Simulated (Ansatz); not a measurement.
## AlP: computed property card

AlP:
```cif
data_AlP
_chemical_formula_sum 'Al1 P1'
_space_group_name_H-M_alt 'Pm-3m'
_space_group_IT_number 221
_space_group_name_Hall '-P 4 2 3'
_cell_length_a 3.09062
_cell_length_b 3.09062
_cell_length_c 3.09062
_cell_angle_alpha 90.000
_cell_angle_beta 90.000
_cell_angle_gamma 90.000
loop_
_atom_site_label
_atom_site_type_symbol
_atom_site_symmetry_multiplicity
_atom_site_Wyckoff_symbol
_atom_site_fract_x
_atom_site_fract_y
_atom_site_fract_z
_atom_site_occupancy
Al1 Al 1 a 0.00000 0.00000 0.00000 1
P1 P 1 b 0.50000 0.50000 0.50000 1
```

Space group Pm-3m (No. 221), CsCl type; conventional cell a = b = c = 3.0906 Å, α = β = γ = 90.00°.

Method: PBEsol in the plane-wave PAW code Ansatz. Geometry: relaxed at this level of theory. Other levels are named where they apply.

**Cell and energy**

```yaml
volume_per_atom: 14.76 Å³
density: 3.26 g/cm³
Formation energy from the elements (no fitted shifts): 0.047 eV/atom
```

**Electronic structure**

```yaml
electronic_character: metallic (no gap)
Density of states at the Fermi level: 0.49 states/eV per atom (mean over ±0.08 eV)
```

**Mechanics**

```yaml
Bulk modulus (Birch–Murnaghan fit): 99.4 GPa
Pressure derivative B′: 4.6
Elastic constants (relaxed ions, GPa): C11 = 82.7, C12 = 111, C44 = 20.9
mechanical_stability: unstable (C has a negative eigenvalue)
```

**Phonons**

```yaml
highest_zone_centre_frequency: 180 cm^-1
zone_centre_stability: no imaginary mode at Γ
```

The start of the workflow was typed in or built on a structure type; neither database checked (COD, Materials Project) lists it. It is not the phase usual at ambient conditions (space group No. 216). Symmetry was held in the PBEsol relaxation. The volume moved by 16 % from the start of the relaxation. As this level gives no gap, shear constants depend on the k-mesh and smearing (Fermi–Dirac, 0.1 eV here). As this level gives no gap, phonon frequencies hold no LO–TO term and depend on the k-mesh and smearing (Fermi–Dirac, 0.1 eV here). The references are the lowest solids computed at this level, not always the standard phases.

Potentials: the later of the program's two PAW sets.
